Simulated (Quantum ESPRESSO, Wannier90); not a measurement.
Wannier functions of CdSe (wurtzite)

```yaml
crystal:
  lattice:
    - [4.34609, 0.00000, 0.00000]
    - [-2.17304, 3.76382, 0.00000]
    - [0.00000, 0.00000, 7.08984]
  atoms:
    - { symbol: Cd, position: [0.66667, 0.33333, 0.49995] }
    - { symbol: Cd, position: [0.33333, 0.66667, 0.99995] }
    - { symbol: Se, position: [0.66667, 0.33333, 0.87591] }
    - { symbol: Se, position: [0.33333, 0.66667, 0.37591] }
```

Materials Project entry mp-1070; symmetrised, unrelaxed at this level. COD (Crystallography Open Database) has an entry of this formula and space group (matched by these alone). Computed values, not measurements, from LDA: Quantum ESPRESSO (norm-conserving PseudoDojo potentials, cutoff 82 Ry, no spin polarisation, no spin-orbit coupling) on a Γ-centred 6×6×4 mesh, then Wannier90. Density: 12×12×6 mesh, Gaussian smearing 0.01 Ry. Spin-orbit coupling, left out, would split the p-like bands by a few tenths of an eV.

Base run: 16 functions from bands 19-20,31-58 of the 58 computed, start hydrogen-like Cd: s;p; Se: s;p, centres 0.05 Å off the atoms, frozen window up to 1.82 eV relative to the valence-band maximum, outer window open. Bands 21–30 (Cd 4d 96 %) lie between the kept ones and are excluded. One setting was then changed (edges relative to the valence-band maximum; misfit to pw.x on a path, for states up to 1.3 eV relative to the valence-band maximum).

| run | Ω_I (Å²) | rms misfit (meV) | worst (meV) |
|---|---|---|---|
| base | 25.61 | 1.1 | 6.4 |
| changed | 32.59 | 3.5 | 14 |

Problem. Which change was made?
A) no frozen window
B) outer window to 14.33 eV
C) frozen window to 3.82 eV
D) frozen window to 5.82 eV
E) frozen window to -1.18 eV

Solution. D, frozen window to 5.82 eV. The others give:

```csv
run,Ω_I (Å²),rms misfit (meV),worst (meV)
frozen window to 3.82 eV,27.50,2.2,11
frozen window to -1.18 eV,25.46,20,89
no frozen window,24.92,104,320
outer window to 14.33 eV,29.73,1.8,8.1
```
